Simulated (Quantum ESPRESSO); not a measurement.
## Calculated data, Mg3GaSeS3 (made-up cell)

Computed with Quantum ESPRESSO 7.5. Calculation on a made-up crystal cell, not a measurement: periodic Kohn-Sham density functional theory in plane waves with PseudoDojo standard norm-conserving scalar-relativistic pseudopotentials, each functional with its own files (v0.5 for PBE, v0.4.1 for LDA and PBEsol), no spin polarisation, no spin-orbit coupling, atoms not relaxed, stress positive in tension, energies less a fixed whole-eV offset for each atom's element; levels are Kohn-Sham levels at fractions of this cell's reciprocal vectors, counted from the reference band (half the neutral cell's valence electrons, rounded up) at Gamma; error bars cover cutoff and k-mesh only, not smearing or the files; added strain carries the atoms with the cell, and shear is the tensor component; each bar is the largest change over components, and at least 0.002 eV, 0.002 eV per angstrom or 0.02 GPa; energies are for the whole cell, and the offsets were chosen from early runs and are not element reference energies.

```cif
# cell vector a (Å): 4.1977 -0.0328 -0.0388
# cell vector b (Å): -0.0568 7.1840 0.0683
# cell vector c (Å): -0.0634 0.0643 6.7561
data_Mg3GaSeS3
_symmetry_space_group_name_H-M 'P 1'
_symmetry_Int_Tables_number 1
_cell_length_a 4.1980
_cell_length_b 7.1845
_cell_length_c 6.7567
_cell_angle_alpha 88.906
_cell_angle_beta 91.071
_cell_angle_gamma 90.906
_cell_volume 203.69
loop_
_atom_site_label
_atom_site_type_symbol
_atom_site_fract_x
_atom_site_fract_y
_atom_site_fract_z
_atom_site_occupancy
Mg1 Mg 0.94801 0.00255 0.97972 1
Mg2 Mg 0.50718 0.48619 0.98408 1
Mg3 Mg 0.48447 0.17668 0.48453 1
Ga1 Ga 0.01076 0.66454 0.51289 1
S1 S 0.01739 0.99550 0.37619 1
S2 S 0.48526 0.50765 0.37746 1
Se1 Se 0.52700 0.17175 0.86346 1
S3 S 0.96977 0.67115 0.86390 1
_calc_lattice_type 'wurtzite'
_calc_functional 'pbe'
_calc_cutoff 1170  # eV
_calc_fermi_dirac_smearing 0.1  # eV
_calc_scf_tolerance 1e-07  # eV
_calc_electrons_removed 0
_calc_k_mesh '6 x 6 x 6, shifted by half a step'
_calc_free_energy_less_offsets 2.321  # eV
_calc_smearing_term_minus_ts -0.06766  # eV
_calc_scf_iterations 11
_calc_pressure -0.1801  # GPa
_calc_stress_xx -0.161  # GPa
_calc_stress_yy -0.5419  # GPa
_calc_stress_zz 1.243  # GPa
_calc_stress_yz 0.3388  # GPa
_calc_stress_xz -1.121  # GPa
_calc_stress_xy 1.043  # GPa
_calc_fermi_level 1.376  # eV
_calc_reference_band 39
_calc_error_bar_energy 0.002  # eV
_calc_error_bar_stress 0.02204  # GPa
_calc_error_bar_force 0.007341  # eV/angstrom
_calc_error_bar_next_band_up 0.002  # eV
_calc_error_bar_fermi_level 0.00964  # eV
_calc_error_bars_from 'tighter rerun of a related cell'
```

Atoms:
```
atoms element  atom site  atom energy offset (eV)
           Mg          1                    -1617
           Mg          2                    -1617
           Mg          3                    -1617
           Ga          4                    -2080
            S          5                     -302
            S          6                     -302
           Se          7                    -3300
            S          8                     -302
```

Forces:
```
site  x (eV/Å)  y (eV/Å)  z (eV/Å)
   1     2.155    -1.338     1.246
   2   -0.4006     1.284    0.7616
   3    0.4533    -0.212   -0.5159
   4   -0.3002   -0.1088   -0.9939
   5   -0.5874    0.2346   -0.3506
   6    0.3096   0.03757   -0.3156
   7    -2.082    0.1682   -0.6119
   8    0.4526  -0.06572    0.7804
```

Levels:
```
level k point  next band up (eV)
        Gamma              1.853
(1/2,1/2,1/2)              2.459
   (0.15,0,0)               2.44
   (0,0.15,0)              2.027
   (0,0,0.15)              1.965
```
